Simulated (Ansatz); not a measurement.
KCaF₃:
Space group Pm-3m (No. 221); a = 4.4160 Å, b = 4.4160 Å, c = 4.4160 Å, α = 90.00°, β = 90.00°, γ = 90.00°

| atom | site | symmetry | x | y | z |
|---|---|---|---|---|---|
| K | 1b | m-3m | 0.5000 | 0.5000 | 0.5000 |
| Ca | 1a | m-3m | 0.0000 | 0.0000 | 0.0000 |
| F | 3d | 4/mm.m | 0.0000 | 0.0000 | 0.5000 |

Relaxed with r²SCAN.

Which orbitals make up the states near the band edges in r²SCAN (plane waves, PAW; program Ansatz)?

Top 1 eV of the valence band: F 2p 98 %. Bottom 1 eV of the conduction band: K 4s 61 %, Ca 4s 20 %, F 2s 12 %. Projections are on Löwdin-orthogonalised atomic valence shells; empty p or d shells of many metals are not among them.

Tabulate the density of states.

States/eV per cell of 5 atoms, in 0.25 eV bins, energy from the valence-band maximum.

```csv
E (eV),total,F 2p,K 4s,Ca 4s
-7.85,0.00,0.00,0.00,0.00
-7.60,0.00,0.00,0.00,0.00
-7.35,0.00,0.00,0.00,0.00
-7.10,0.00,0.00,0.00,0.00
-6.85,0.00,0.00,0.00,0.00
-6.60,0.00,0.00,0.00,0.00
-6.35,0.00,0.00,0.00,0.00
-6.10,0.00,0.00,0.00,0.00
-5.85,0.00,0.00,0.00,0.00
-5.60,0.00,0.00,0.00,0.00
-5.35,0.00,0.00,0.00,0.00
-5.10,0.00,0.00,0.00,0.00
-4.85,0.00,0.00,0.00,0.00
-4.60,0.00,0.00,0.00,0.00
-4.35,0.00,0.00,0.00,0.00
-4.10,0.00,0.00,0.00,0.00
-3.85,0.00,0.00,0.00,0.00
-3.60,0.00,0.00,0.00,0.00
-3.35,0.00,0.00,0.00,0.00
-3.10,0.00,0.00,0.00,0.00
-2.85,0.00,0.00,0.00,0.00
-2.60,0.00,0.00,0.00,0.00
-2.35,0.00,0.00,0.00,0.00
-2.10,0.00,0.00,0.00,0.00
-1.85,0.00,0.00,0.00,0.00
-1.60,2.11,1.95,0.00,0.10
-1.35,9.39,8.84,0.15,0.12
-1.10,11.06,10.55,0.12,0.03
-0.85,14.81,14.28,0.06,0.02
-0.60,10.58,10.29,0.06,0.02
-0.35,16.10,15.85,0.02,0.01
-0.10,7.95,7.89,0.00,0.00
0.15,0.00,0.00,0.00,0.00
0.40,0.00,0.00,0.00,0.00
0.65,0.00,0.00,0.00,0.00
0.90,0.00,0.00,0.00,0.00
1.15,0.00,0.00,0.00,0.00
1.40,0.00,0.00,0.00,0.00
1.65,0.00,0.00,0.00,0.00
1.90,0.00,0.00,0.00,0.00
2.15,0.00,0.00,0.00,0.00
2.40,0.00,0.00,0.00,0.00
2.65,0.00,0.00,0.00,0.00
2.90,0.00,0.00,0.00,0.00
3.15,0.00,0.00,0.00,0.00
3.40,0.00,0.00,0.00,0.00
3.65,0.00,0.00,0.00,0.00
3.90,0.00,0.00,0.00,0.00
4.15,0.00,0.00,0.00,0.00
4.40,0.00,0.00,0.00,0.00
4.65,0.00,0.00,0.00,0.00
4.90,0.00,0.00,0.00,0.00
5.15,0.00,0.00,0.00,0.00
5.40,0.00,0.00,0.00,0.00
5.65,0.00,0.00,0.00,0.00
5.90,0.00,0.00,0.00,0.00
6.15,0.00,0.00,0.00,0.00
6.40,0.00,0.00,0.00,0.00
6.65,0.00,0.00,0.00,0.00
6.90,0.00,0.00,0.00,0.00
7.15,0.01,0.00,0.01,0.00
7.40,0.12,0.00,0.07,0.02
7.65,0.20,0.01,0.12,0.04
7.90,0.26,0.01,0.16,0.05
8.15,0.33,0.01,0.20,0.07
8.40,0.41,0.02,0.25,0.08
8.65,0.49,0.03,0.30,0.10
8.90,0.61,0.04,0.37,0.11
9.15,0.80,0.05,0.51,0.13
9.40,0.91,0.06,0.60,0.13
9.65,0.91,0.06,0.59,0.12
9.90,1.50,0.06,0.59,0.12
10.15,5.38,0.09,0.63,0.52
10.40,10.34,0.16,0.52,1.10
10.65,12.82,0.21,0.38,0.91
10.90,5.26,0.07,0.25,0.25
11.15,4.52,0.05,0.14,0.09
11.40,2.52,0.02,0.05,0.01
11.65,0.71,0.00,0.00,0.00
11.90,2.54,0.01,0.03,0.02
```

The workflow started from a Materials Project entry (that database holds measured and hypothetical structures alike); the Crystallography Open Database copy checked does not list it. Whether it is the stable phase at ambient conditions was not checked. The cell was relaxed with r²SCAN under the symmetry of its start; of distortions, only those at the zone centre were tested, and some modes there are weakly imaginary.

Potentials: the later of the program's two PAW sets.
